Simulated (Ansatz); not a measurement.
Input:

SnPd:
```xyz
8
Lattice="6.0971 0.0000 0.0000 0.0000 3.9300 0.0000 0.0000 0.0000 6.3336" Properties=species:S:1:pos:R:3 pbc="T T T"
Sn     4.9461     2.9475     3.7681
Sn     1.1510     0.9825     2.5655
Sn     4.1996     0.9825     0.6013
Sn     1.8976     2.9475     5.7323
Pd     6.0286     2.9475     1.1812
Pd     0.0686     0.9825     5.1524
Pd     3.1172     0.9825     4.3480
Pd     2.9800     2.9475     1.9856
```

This is the PBEsol-relaxed structure.

### Question
All from the program Ansatz at the PBEsol level (PAW), unless another level is named. Estimate the density of states at the Fermi level.

### Answer
0.25 states/eV per atom (mean over ±0.08 eV).

### Question
Predict the formation energy from the elements (no fitted shifts).

### Answer
-0.56 eV/atom.

Space group Pnma. The first step of the workflow began from a Materials Project structure, measured or hypothetical; the Crystallography Open Database files this formula in space group No. 62, but the cells were not matched. Whether it is the stable phase at ambient conditions was not checked. The cell was relaxed with PBEsol under the symmetry of its start; its stability against distortions is not shown here. No spin polarisation was allowed. The references are the lowest solids computed at this level, not always the standard phases. Spin–orbit coupling is left out wherever it is not named.

Potentials: the later of the program's two PAW sets.
